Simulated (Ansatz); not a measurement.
The relaxed structure here is a generated cell of PbO2: the first start was made by placing the elements on the sites of a structure type, and the end was not matched to a known phase here, so it may be hypothetical. Known forms of PbO2 include space group No. 136.

A structure of PbO2 relaxed with PBEsol (plane waves to 420 eV, PAW, scalar-relativistic; Ansatz, a quantum-chemistry and plane-wave program); single points at other levels follow on the same geometry (Ansatz, PAW; HSE06 at 420 eV on a 6×6×4 k-mesh; no spin-orbit coupling). Space group P-1 (No. 2).

```
PbO2
1.0
    3.75923     0.00000     0.00000
    1.69611     3.86946     0.00000
    1.65761     1.36639     6.53171
Pb O
2 4
Cartesian
  5.40293   4.09314   4.95317
  1.71001   1.14271   1.57854
  3.54622   1.90328   3.12936
  5.26137   3.60169   0.66198
  3.56673   3.33257   3.40235
  1.85157   1.63416   5.86973
```

```
level   gap (eV)      kind       conduction minimum
------  --------  --------  -----------------------
PBEsol      0.68  indirect  k = (0.1, -0.4444, 0.4)
HSE06        [?]         –                      [?]
```

Task: What belongs in the gaps?

Result: 
- HSE06, gap (eV): 1.76
- HSE06, conduction minimum: k = (0, -0.5, 0.25)

HSE06 gaps come from a coarse mesh plus a few chosen points, so they may be too large. The relaxed cell holds bonded O–O pairs (1.46 Å). No spin polarisation in the result.

It was reached from a disturbed copy of a I4/mmm (No. 139) cell, against which it lies -92 meV/atom.
